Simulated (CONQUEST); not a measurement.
Band structure of HgTe (P3_121, 12 atoms in the cell; from Materials Project mp-358).

```xyz
12
Lattice="4.6554 0.0000 0.0000 0.0000 8.0635 0.0000 0.0000 0.0000 10.4232" Properties=species:S:1:pos:R:3 pbc="T T T"
Hg     0.7359     1.2746     0.0000
Hg     3.1837     0.0000     3.4744
Hg     3.0636     2.7571     6.9488
Hg     3.0636     5.3063     0.0000
Hg     0.8559     4.0317     3.4744
Hg     0.7359     6.7889     6.9488
Te     1.1303     1.9577     5.2116
Te     2.3949     0.0000     8.6860
Te     3.4580     2.0740     1.7372
Te     3.4580     5.9894     5.2116
Te     0.0672     4.0317     8.6860
Te     1.1303     6.1058     1.7372
```

Level of theory: PBEsol, numerical atomic orbitals double-zeta with polarisation (the shipped basis), PseudoDojo norm-conserving potentials made for PBEsol (CONQUEST).

Settings: basis = DZP; Diag.MPMeshX, Y, Z = 5 3 3; potentials = PseudoDojo norm-conserving PBEsol; Grid.GridCutoff = 140 Ha; DM.SolutionMethod = diagon; Diag.SmearingType = 1; Diag.kT = 0.000735 Ha; Diag.GammaCentred = true; Diag.MPOrder = 0; minE.SCTolerance = 1.0e-07; SC.MaxIters = 100; SC.LinearMixingFactor = 0.3; AtomMove.TypeOfRun = static.

Spin-orbit coupling is left out, which matters for bands and gaps with elements this heavy. The program uses no crystal symmetry, so grid and mesh can part values that symmetry would make equal. The atom-centred basis is finite, which shifts total energies, pressures and forces against plane waves. The structure comes from a collection of computed structures, made at another level of theory; the collection holds predicted forms beside known ones.

Problem. Predict the gap along the standard path.

Solution. The gap along the path of this cell's zone is 0.57 eV.

Points are given in units of this cell's reciprocal vectors. Levels in eV from the top of the valence band on the path, bands 105 to 109:
| point | 105 | 106 | 107 | 108 | 109 |
|---|---|---|---|---|---|
| Γ (0 0 0) | -0.87 | -0.19 | -0.19 | -0.19 | 0.57 |
| X (0.5 0 0) | -1.55 | -1.55 | -0.64 | -0.64 | 1.26 |
| S (0.5 0.5 0) | -1.07 | -1.07 | -0.87 | -0.87 | 0.76 |
| Y (0 0.5 0) | -0.74 | -0.74 | -0.38 | -0.38 | 1.35 |
| Z (0 0 0.5) | -0.79 | -0.29 | -0.29 | 0.00 | 0.97 |
| U (0.5 0 0.5) | -1.52 | -1.52 | -0.70 | -0.70 | 1.51 |
| R (0.5 0.5 0.5) | -1.04 | -1.04 | -0.79 | -0.79 | 0.97 |
| T (0 0.5 0.5) | -0.68 | -0.68 | -0.67 | -0.67 | 1.20 |

Higher empty bands are left out: an atom-centred basis made for the valence describes them poorly.

The labels belong to the zone of the cell as typed, which is larger than the primitive one, so the bands are folded: a gap that looks direct here can be indirect in the primitive zone.
